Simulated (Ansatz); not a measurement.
Bi (A7 (α-As type)), relaxed with PBE (Ansatz, a first-principles code, plane waves, PAW): a = 4.582 Å, b = 4.582 Å, c = 12.166 Å, α = 90.00°, β = 90.00°, γ = 120.00°.

- B₀ by P(V) fit (GPa) = 25.9
- K_Hill (GPa) = 28.6
- G_Hill (GPa) = 10.8
- Θ_D (K) = 107

Task: The same phase is relaxed and computed with r²SCAN in the same code. What are the cell and these values now?

Result: a = b = 4.534 Å, c = 12.374 Å, α = β = 90.00°, γ = 120.00°.

B₀ by P(V) fit (GPa): 24.3
K_Hill (GPa): 28.7
G_Hill (GPa): 12.9
Θ_D (K): 117

All cells were relaxed under the symmetry of their starts (and spin orders); stability against distortions was not tested throughout. Spin–orbit coupling is left out wherever it is not named.

Potentials: the later of the program's two PAW sets.

Ansatz is a plane-wave DFT program.
